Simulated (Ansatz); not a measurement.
CsSrF₃ (cubic perovskite)

```
CELL_PARAMETERS angstrom
      4.76395     0.00000     0.00000
      0.00000     4.76395     0.00000
      0.00000     0.00000     4.76395
ATOMIC_POSITIONS crystal
  Cs 0.00000 0.00000 0.00000
  Sr 0.50000 0.50000 0.50000
  F  0.00000 0.50000 0.50000
  F  0.50000 0.00000 0.50000
  F  0.50000 0.50000 0.00000
```

The volume is varied about the relaxed value V₀ at fixed cell shape. Symmetry pins the atoms to their sites.

Level of theory: r2SCAN (plane waves to 500 eV, PAW, scalar-relativistic; Ansatz, a program for electronic structure). k mesh 7×7×7 (Γ-centred), Fermi-Dirac smearing 0.05 eV. E stands for the smeared free energy. Compression counts positive. CsSrF3 was relaxed with its symmetry unable to fall. The zero of ΔE is the relaxed starting cell.

| V (Å³/atom) | ΔE (meV/atom) |
|---|---|
| 18.164 | 108.1 |
| 18.856 | 64.4 |
| 19.548 | 33.8 |
| 20.240 | 14.0 |
| 20.932 | 3.3 |
| 21.624 | 0.0 |
| 22.316 | 2.9 |
| 23.008 | withheld |
| 23.700 | 23.4 |
| 24.392 | 39.3 |
| 25.084 | 58.2 |

Q: Fit a third-order Birch-Murnaghan form (E₀, V₀, B₀, B₀′ free) to the given rows and predict ΔE at V = 23.008.

A: Least squares on the 10 given rows: ΔE = E₀ + (9V₀B₀/16)·y²·[2 + (B₀′ − 4)y], y = (V₀/V)^(2/3) − 1, with V₀ = 21.623 Å³/atom, B₀ = 44.78 GPa (160.2 GPa = 1 eV/Å³; the term in eV is multiplied by 1000), B₀′ = 4.76, E₀ = 0.00 meV/atom; root-mean-square residual 0.02 meV/atom. At 23.008 the fit gives 11.0 meV/atom; the calculation gives 11.0 meV/atom, the same to the digits shown. For the pressure the fit gives -2.4 GPa against the computed -2.4 GPa.

(A scan under strain: stresses follow from slopes of the energy per volume, elastic moduli from its curvatures.)
